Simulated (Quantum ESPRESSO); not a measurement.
```
CELL_PARAMETERS angstrom
      4.61520     0.00000     0.00000
      0.00000     4.61520     0.00000
      0.00000     0.00000     3.04778
ATOMIC_POSITIONS crystal
  Mg 0.50000 0.50000 0.50000
  Mg 0.00000 0.00000 0.00000
  F  0.69708 0.69708 0.00000
  F  0.30292 0.30292 0.00000
  F  0.80292 0.19708 0.50000
  F  0.19708 0.80292 0.50000
```
The geometry is a computed Materials Project entry, not a measured one. It is MgF2 in P4₂/mnm. Stability against distortions was not tested.

With PBE (σ by GIPAW in a modified build of Quantum ESPRESSO; JTH PAW datasets, 22.5 Ha):

```json
[
 {"quantity": "σ_iso Mg (ppm)", "PBE": "556.7"},
 {"quantity": "σ_iso F (ppm)", "PBE": "354.7"}
]
```

Shieldings are absolute and leave out the bulk-susceptibility term; a larger σ means a smaller chemical shift. By our sweeps, such settings leave a few ppm in absolute σ. No d partial waves on Mg: the paramagnetic term there is incompletely reconstructed.

### Question
What does the LDA, on its own JTH datasets and the same geometry, give?

### Answer
```tsv
quantity	LDA	LDA − PBE
σ_iso Mg (ppm)	542.0	-14.7
σ_iso F (ppm)	339.1	-15.6
```
